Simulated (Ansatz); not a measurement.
An Ansatz input:

```yaml
crystal:
  lattice:
    - [4.7977583287, 0.0, 0.0]
    - [-2.3988791644, 4.1549805939, 0.0]
    - [0.0, 0.0, 3.2146696281]
  atoms:
    - { symbol: Se, position: [0.0, 0.0, 0.0] }
    - { symbol: Se, position: [0.3333333333, 0.6666666667, 0.5] }
    - { symbol: Se, position: [0.6666666667, 0.3333333333, 0.5] }
hamiltonian:
  xc: pbesol
  pseudopotentials:
    kind: paw
    azcp:
      Se: "pseudopotentials/Se.paw.azcp"
basis:
  ecutwfc: 420
  fft_grid_basis: typed
kpoints:
  mp_grid: { grid: [9, 9, 11], shift: [0, 0, 0] }
magnetization:
  spin_polarized: false
scf:
  occupations: { method: fermi_dirac, width: 0.1 }
  lower_state_search: "off"
output:
  stress: true
```

Terminal output

```
Warning: the record states the generating functional pbe (its physics header spells it `PBE`), which answers neither for hamiltonian.xc's functional nor for the pbesol family's — results may be inconsistent (PPs are generated against a specific XC)
Engine: ansatz 0.2.0, x86_64-unknown-linux-gnu
Pseudopotentials: kind: paw
Pseudopotential: Se, paw, valence charge 16, recommended cutoff 420 eV (normal) 
Functional definition: PBEsol
  exchange = pbesol_x
  correlation = pbesol_c
Crystal: 3 atoms, lattice volume = 64.083 Å³
Basis set: ecut = 420 eV, 1247 PW (Γ)
Bands: 28, of which v1, the nominal top of the filled ones, is band 24 counted from 1 (23 counted from 0)
Symmetry: 24 space group operations
Space group: P6/mmm (ITA 191), of the structure as read, at distance tolerance 4.0e-5 Å
k-points: 72 of 891
Non-local potential: Se, projectors of the file, l = 0: 2, l = 1: 2, l = 2: 3, l = 3: 1
PAW form: soft (Blöchl's): semilocal exchange-correlation on the pseudo side does not see the compensation charge
PAW frozen core: Se, regenerated for the run's functional, and the local potential with it (the file was generated under x = pbe(κ = 0.804, μ = 0.2195149727645171), c = pbe(β = 0.06672455060314922))
PAW one-centre angular grid: Se, 590 points (default); XC on 64 Gauss nodes
Initial density: superposition of atomic densities (neutral atoms: chi_scale 0, normalization atom), corrected by the library's trained network
Initial wavefunctions: pseudopotential atomic-orbital guess
Functional: x = pbesol(κ = 0.804, μ = 0.12345679012345678), c = pbesol(β = 0.046)
SCF iter   1: F=—  HF=-16271.076564 eV  |F-HF|=—  |Δ(HF+E_count)|=         —  Δρ=4.75e-3  dr2=2.91e-2  ethr=1.77e-3  ⟨swp⟩=5.3  Hψ=7640  notcnv=0
SCF iter   2: F=—  HF=-16271.073092 eV  |F-HF|=—  |Δ(HF+E_count)|=   3.47e-3  Δρ=3.01e-3  dr2=1.23e-2  ethr=6.07e-5  ⟨swp⟩=1.0  Hψ=2592  notcnv=0
SCF iter   3: F=—  HF=-16271.071889 eV  |F-HF|=—  |Δ(HF+E_count)|=   1.20e-3  Δρ=6.68e-4  dr2=7.42e-4  ethr=2.56e-5  ⟨swp⟩=1.3  Hψ=2046  notcnv=0
SCF iter   4: F=—  HF=-16271.071801 eV  |F-HF|=—  |Δ(HF+E_count)|=   8.86e-5  Δρ=2.53e-4  dr2=3.51e-5  ethr=1.55e-6  ⟨swp⟩=2.0  Hψ=3010  notcnv=0
SCF iter   5: F=—  HF=-16271.071799 eV  |F-HF|=—  |Δ(HF+E_count)|=   2.07e-6  Δρ=6.74e-5  dr2=7.19e-6  ethr=7.30e-8  ⟨swp⟩=2.0  Hψ=2998  notcnv=0
SCF iter   6: F=—  HF=-16271.071797 eV  |F-HF|=—  |Δ(HF+E_count)|=   1.76e-6  Δρ=2.90e-5  dr2=6.39e-7  ethr=1.50e-8  ⟨swp⟩=2.0  Hψ=2991  notcnv=0
SCF iter   7: F=—  HF=-16271.071797 eV  |F-HF|=—  |Δ(HF+E_count)|=   1.62e-8  Δρ=9.62e-6  dr2=1.08e-7  ethr=2.08e-10  ⟨swp⟩=4.9  Hψ=8090  notcnv=0
SCF iter   8: F=-16271.071797 eV  HF=-16271.071797 eV  |F-HF|=1.13e-9  |Δ(HF+E_count)|=   9.72e-8  Δρ=2.17e-6  dr2=3.02e-9  ethr=2.08e-10  ⟨swp⟩=4.5  Hψ=7654  notcnv=0
SCF 1 converged in 8 iterations: F = -16271.071797 eV  dr2 = 3.02e-9
SCF converged after 8 iterations
Free energy (F): -16271.071797 eV
Harris-Foulkes:  -16271.071797 eV  (|F-HF|=1.13e-9)
Internal energy: -16271.000373 eV  (E = F + TS)
E sigma→0 (E₀):  -16271.036085 eV
Entropy (-TS):   -0.071423 eV (-23.808 meV/atom)
Fermi energy:    10.191011 eV
--- Per-component energies (eV) ---
  E_band       = -1076.269697
  E_kinetic    = 347.666500
  E_local      = -6395.341516  (includes V_loc(G=0)·N_el)
  E_nonlocal   = -1772.657268
  E_hartree    = 3193.758113
  E_xc         = -306.709984
  E_vxc        = -289.954884  (∫ρ·V_xc dr)
  E_paw        = -5606.788963  (= ΣΔE_a)
  E_vpaw       = 646.503044  (= ΣTr[D̂ρ^β])
  E_aug_tail   = -0.001808  (compensation charges beyond the density's cutoff)
  E_ewald      = -5733.950799
  E_core_change = 3.025351  (= ΣΔE_core)
  E_smearing   = -0.071423  (= −TS)
  E_closure    = -0.000000  (closes the sum)
  Σ components = -16271.071797   (vs F -16271.071797, Δ=0.00e0)
--- Stress (GPa, compression-positive) ---
       -6.115757       0.000000       0.000000
        0.000000      -6.115757       0.000000
        0.000000       0.000000      -3.603121
  P = ⅓ Tr σ = -5.2782 GPa (-52.782 kbar)
```
